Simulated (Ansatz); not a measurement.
SiSe2:
```cif
data_Se4Si2
_chemical_formula_sum 'Si2 Se4'
_space_group_name_H-M_alt 'P 1'
_space_group_IT_number 1
_cell_length_a 6.29205
_cell_length_b 6.29205
_cell_length_c 6.29205
_cell_angle_alpha 124.499
_cell_angle_beta 82.187
_cell_angle_gamma 124.719
loop_
_space_group_symop_operation_xyz
  'x, y, z'
loop_
_atom_site_label
_atom_site_type_symbol
_atom_site_fract_x
_atom_site_fract_y
_atom_site_fract_z
_atom_site_occupancy
Si1 Si 0.25000 0.25000 0.00000 1
Si2 Si 0.75000 0.75000 0.00000 1
Se1 Se 0.87367 0.22266 0.09633 1
Se2 Se 0.12633 0.77734 0.90367 1
Se3 Se 0.62633 0.72266 0.34900 1
Se4 Se 0.37367 0.27734 0.65100 1
```

Relaxed with PBE+D3(BJ).

Task: Give the optical modes at the zone centre with their infrared activity from DFPT, the program Ansatz at the PBE+D3(BJ) level (PAW).

Result: Transverse frequencies, without the LO–TO term; a row sums one degenerate level.

```
ω (cm⁻¹)  degeneracy  IR ((D/Å)²/amu)     activity  symmetry
--------  ----------  ---------------  -----------  --------
56                 1             0.00  IR-inactive       B1g
86                 1             0.00  IR-inactive        Ag
103                1             0.07           IR       B3u
107                1             0.00  IR-inactive       B3g
113                1             0.00  IR-inactive       B2g
116                1             0.04           IR       B2u
193                1             0.00  IR-inactive       B1g
199                1             0.00  IR-inactive        Au
234                1             0.00  IR-inactive        Ag
331                1             0.00  IR-inactive       B2g
344                1             0.00  IR-inactive       B3g
365                1            35.69           IR       B1u
436                1             3.82           IR       B2u
451                1             3.45           IR       B3u
493                1             0.00  IR-inactive       B1g
```

Task: How high does the top mode go among those that the LO–TO term moves?

Result: 461 cm⁻¹ for q along x, 447 cm⁻¹ for q along y, 448 cm⁻¹ for q along z.

Space group Ibam. The PBE+D3(BJ) relaxation kept the symmetry of its start; of distortions, only those at the zone centre were tested.

Potentials: the later of the program's two PAW sets.
